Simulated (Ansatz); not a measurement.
Calculated with Ansatz: Bi3H2, relaxation

input.yaml:

```yaml
crystal:
  lattice:
    - [-2.042224, 3.385907, 4.230582]
    - [4.084448, 0.0, 0.0]
    - [2.042224, 3.385907, -4.230582]
  atoms:
    - { symbol: Bi, position: [0.0, 0.0, 0.0] }
    - { symbol: Bi, position: [0.7032, 0.5, 0.7032] }
    - { symbol: Bi, position: [0.2968, 0.5, 0.2968] }
    - { symbol: H, position: [0.7245, 0.2245, 0.2755] }
    - { symbol: H, position: [0.2755, 0.7755, 0.7245] }
  symmetry: { tolerance: 0.0003 }
kpoints:
  mp_grid: { grid: [5, 5, 5], shift: [0, 0, 0] }
magnetization:
  spin_polarized: false
scf:
  occupations: { method: cold, width: 0.05 }
hamiltonian:
  pseudopotentials: { kind: paw }
  xc: r2scan
basis:
  ecutwfc: 500
output:
  forces: true
  stress: true
  eigenvalues: true
relax:
  max_steps: 40
  cell: {}
```

The command:

```bash
ansatz run input.yaml --threads 1 --pin off --max-ram 2560MiB --backend cpu --events-out ev --progress --plain --runs-dir out
```

Origin of the cell: a known structure type with other elements, at an estimated volume, so it need not be a known compound.

Output (shortened):

```
Pseudopotentials: kind: paw
Pseudopotential: Bi, paw, valence charge 15, recommended cutoff 500 eV (meta_gga), Bi.paw.azcp
Pseudopotential: H, paw, valence charge 1, recommended cutoff 500 eV (meta_gga), H.paw.azcp
Functional definition: r2SCAN
  exchange = r2scan_x(k0 = k0, k1 = k1, a1 = a1)
  correlation = r2scan_c
Crystal: 5 atoms, lattice volume = 117.014 Å³
Basis set: ecut = 500 eV, 2985 PW (Γ), exchange–correlation on 180×120×180 points (64 copies of the dense FFT grid, shifted against one another)
Bands: 29, of which v1, the nominal top of the filled ones, is band 24 counted from 1 (23 counted from 0)
Symmetry: 8 space group operations
Space group: Immm (ITA 71), of the structure as read, at distance tolerance 1.5e-3 Å
[… 6 lines left out …]
Initial density: superposition of atomic densities (neutral atoms: chi_scale 0, normalization atom), corrected by the library's trained network
Functional: x = r2scan, c = r2scan; τ floored in thin density (d = 2e-4 eV/Å³)
SCF iter   1: F=—  HF=-37258.983742 eV  Δρ=4.34e-3  dr2=3.14e-2  dr2_τ=2.94e-3
SCF iter   2: F=—  HF=-37259.008181 eV  S|Δr|=    0.00e0  Δρ=2.54e-3  dr2=1.24e-2  dr2_τ=1.63e-4  defer=26
SCF iter   3: F=—  HF=-37259.008136 eV  S|Δr|=    0.00e0  Δρ=6.47e-4  dr2=1.01e-3  dr2_τ=8.97e-6  defer=26
SCF iter   4: F=—  HF=-37259.008366 eV  S|Δr|=    0.00e0  Δρ=2.68e-4  dr2=1.72e-4  dr2_τ=1.29e-6  defer=26
SCF iter   5: F=—  HF=-37259.008433 eV  S|Δr|=    0.00e0  Δρ=7.45e-5  dr2=1.18e-5  dr2_τ=2.38e-7  defer=26
SCF iter   6: F=—  HF=-37259.008435 eV  S|Δr|=    0.00e0  Δρ=1.96e-5  dr2=5.51e-7  dr2_τ=1.40e-8  defer=26
SCF iter   7: F=-37259.008436 eV  HF=-37259.008436 eV  S|Δr|=    0.00e0  Δρ=4.97e-6  dr2=3.83e-8  dr2_τ=7.11e-10
relax step   1: F+E_penalty+E_count = -37259.008436 eV  Δ(F+E_penalty+E_count) = +0.000e0 eV  max|allowed force component| = 3.135e-1 eV/Å  Δτ_max = 0.0000 Å  P = +6.768 GPa  Ω = 117.014 Å³ […]
relax step   2: F+E_penalty+E_count = -37259.584763 eV  Δ(F+E_penalty+E_count) = -5.763e-1 eV  max|allowed force component| = 2.699e-1 eV/Å  Δτ_max = 0.0349 Å  P = +1.302 GPa  Ω = 123.678 Å³ […]
relax step   3: F+E_penalty+E_count = -37259.954178 eV  Δ(F+E_penalty+E_count) = -3.694e-1 eV  max|allowed force component| = 2.133e-1 eV/Å  Δτ_max = 0.0694 Å  P = -0.589 GPa  Ω = 121.867 Å³ […]
relax step   4: F+E_penalty+E_count = -37260.262641 eV  Δ(F+E_penalty+E_count) = -3.085e-1 eV  max|allowed force component| = 7.818e-2 eV/Å  Δτ_max = 0.0562 Å  P = -1.138 GPa  Ω = 116.982 Å³ […]
relax step   5: F+E_penalty+E_count = -37260.579131 eV  Δ(F+E_penalty+E_count) = -3.165e-1 eV  max|allowed force component| = 6.665e-2 eV/Å  Δτ_max = 0.0205 Å  P = -1.127 GPa  Ω = 111.367 Å³ […]
[… 22 lines left out …]
relax step  28: F+E_penalty+E_count = -37262.069438 eV  Δ(F+E_penalty+E_count) = -1.826e-2 eV  max|allowed force component| = 8.003e-2 eV/Å  Δτ_max = 0.0256 Å  P = +0.119 GPa  Ω = 110.561 Å³ […]
relax step  29: F+E_penalty+E_count = -37262.073841 eV  Δ(F+E_penalty+E_count) = -4.403e-3 eV  max|allowed force component| = 3.078e-2 eV/Å  Δτ_max = 0.0224 Å  P = +0.184 GPa  Ω = 111.364 Å³ […]
relax step  30: F+E_penalty+E_count = -37262.074206 eV  Δ(F+E_penalty+E_count) = -3.647e-4 eV  max|allowed force component| = 5.739e-3 eV/Å  Δτ_max = 0.0057 Å  P = +0.040 GPa  Ω = 111.543 Å³ […]
relax step  31: F+E_penalty+E_count = -37262.074152 eV  Δ(F+E_penalty+E_count) = +5.372e-5 eV  max|allowed force component| = 2.340e-3 eV/Å  Δτ_max = 0.0021 Å  P = -0.042 GPa  Ω = 111.814 Å³ […]
relax step  32: F+E_penalty+E_count = -37262.076121 eV  Δ(F+E_penalty+E_count) = -1.969e-3 eV  max|allowed force component| = 2.533e-3 eV/Å  Δτ_max = 0.0000 Å  P = -0.030 GPa  Ω = 111.814 Å³  stress off target by 4.72e-2 GPa […]
SCF 32 converged in 7 iterations: F = -37262.076121 eV  dr2 = 8.63e-12
basis re-selected at this cell: Δ(F+E_penalty+E_count) = -1.969e-3 eV, ΔP = +0.012 GPa vs the last step (what re-selecting the basis moved, of the pressure what is left beyond the Pulay corre […]
SCF converged after 7 iterations
Stability not checked: this state was not tested for a lower state beside it, because cold or Methfessel-Paxton smearing, or corrected tetrahedra, fill the levels in a way that the test cannot read (fill_not_monotonic; […]
Free energy (F): -37262.076121 eV
Harris-Foulkes:  -37262.076121 eV  (|F-HF|=2.91e-11)
Internal energy: -37262.076781 eV  (E = F + TS)
E sigma→0 (E₀):  -37262.076341 eV
Entropy (-TS):   0.000660 eV (0.132 meV/atom)
Fermi energy:    9.262552 eV
--- Per-component energies (eV) ---
  E_band       = -372.416263
  E_kinetic    = 928.300014
  E_local      = -4643.846102  (includes V_loc(G=0)·N_el)
  E_nonlocal   = 1687.391502
  E_hartree    = 1501.675720
  E_xc         = -438.261408
  E_vxc        = -491.363813  (∫ρ·V_xc dr)
  E_paw        = -32067.787976  (= ΣΔE_a)
  E_vpaw       = -889.783182  (= ΣTr[D̂ρ^β])
  E_aug_tail   = -0.001834  (compensation charges beyond the density's cutoff)
  E_vtau       = 33.535632  (kinetic-family band-sum trace: ∫τ·v_τ [+ j·A + Jᵃ·Aᵃ] dr)
  E_ewald      = -4232.173340
  E_core_change = 2.626642  (= ΣΔE_core)
  E_smearing   = 0.000660  (= −TS)
  Σ components = -37262.076121   (vs F -37262.076121, Δ=0.00e0)
--- Forces (eV/Å), atoms counted from 1 ---
  atom   1  Bi     0.000000     0.000000     0.000000
  atom   2  Bi     0.000000    -0.002533     0.000000
  atom   3  Bi     0.000000     0.002533     0.000000
  atom   4  H      0.000000     0.000000    -0.002306
  atom   5  H      0.000000     0.000000     0.002306
  max |Σ_I F_I| component: 0.00e0 eV/Å
--- Stress (GPa, compression-positive) ---
       -0.036595       0.000000       0.000000
        0.000000      -0.005382       0.000000
        0.000000       0.000000      -0.047200
  P = ⅓ Tr σ = -0.0297 GPa (-0.297 kbar)
--- Relaxed structure (30 steps of the walk, 28 accepted, 2 SCFs on fresh bases) ---
  F+E_penalty+E_count = -37262.076121 eV   max|allowed force component| = 2.533e-3 eV/Å   (the final SCF, on the basis selected at the relaxed cell)
  cell:  # Å, volume = 111.8141 Å³
    - [-1.659241, 4.999419, 3.369825]
    - [3.318483, 0.0, 0.0]
    - [1.659241, 4.999419, -3.369825]
  atoms:
    - { symbol: Bi, position: [1.127e-19, 0.0, 0.0] }
    - { symbol: Bi, position: [0.653208, 0.5, 0.653208] }
    - { symbol: Bi, position: [0.346792, 0.5, 0.346792] }
    - { symbol: H, position: [0.813892, 0.313892, 0.186108] }
    - { symbol: H, position: [0.186108, 0.686108, 0.813892] }
```

Caveats: no moments, though an odd count or open d shells may carry them; no spin-orbit coupling, though heavy elements are present; the k mesh is coarse if the cell is a metal; the relaxation held the start's symmetry, so the end may be a saddle point.

Time: 6.2 min on 1 thread of Arm Neoverse V2 (shared host), peak memory 0.66 GiB, from the program's own first density.
